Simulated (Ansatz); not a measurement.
ZrC (rock salt)

```yaml
crystal:
  lattice:
    - [0.00000, 4.71144, 4.71144]
    - [2.35572, 0.00000, 2.35572]
    - [2.35572, 2.35572, 0.00000]
  atoms:
    - { symbol: C, position: [0.00000, 0.00000, 0.00000] }
    - { symbol: C, position: [0.50000, 0.00000, 0.00000] }
    - { symbol: Zr, position: [0.25000, 0.50000, 0.50000] }
    - { symbol: Zr, position: [0.75000, 0.50000, 0.50000] }
```

A phonon eigenvector at L = (0.5, 0.0, 0.0) is frozen into this cell: atom i moves by Q times the vector below, so Q is the largest atomic displacement, in Å. The cell is held. (q is in reciprocal vectors of the primitive cell; the cell shown is doubled to hold the pattern.)

| atom | x | y | z |
|---|---|---|---|
| C1 | 0.577 | -0.577 | -0.577 |
| C2 | -0.577 | 0.577 | 0.577 |

Atoms not listed stay in place.

Computed with r2SCAN (plane waves to 500 eV, PAW, scalar-relativistic; Ansatz, a quantum-chemistry and plane-wave program). k mesh 17×17×17 (Γ-centred), Fermi-Dirac smearing 0.05 eV. Energies are smeared free energies. With partly filled bands, energies and forces of such displacements shift with the k mesh and the smearing. ZrC is run without spin polarisation. ZrC was relaxed with its symmetry unable to fall. The zero of ΔE is the undisplaced structure. The last digit holds for this mesh only.

| Q (Å) | ΔE (meV/cell) |
|---|---|
| -0.1000 | 199.3 |
| -0.0833 | withheld |
| -0.0667 | 88.7 |
| -0.0500 | 49.9 |
| -0.0333 | 22.2 |
| -0.0167 | 5.6 |
| 0.0000 | 0.0 |
| 0.0167 | 5.6 |
| 0.0333 | 22.2 |
| 0.0500 | 49.9 |
| 0.0667 | 88.7 |
| 0.0833 | withheld |
| 0.1000 | 199.3 |

Question: Fit an even polynomial form (powers 2, 4) to the given rows and predict ΔE at Q = -0.0833.

Answer: Least squares on the 11 given rows: ΔE = (19960)·Q² + (-3233)·Q⁴, in meV/cell with Q in Å; root-mean-square residual 0.04 meV/cell. At -0.0833 the fit gives 138.3 meV/cell; the calculation gives 138.5 meV/cell, so the interpolation is off by -0.2 (-0.1 %). The quadratic term alone would give 138.5 meV/cell.

(A displaced cell: forces are minus the slopes of the energy, force constants its curvatures, and phonons follow from these.)
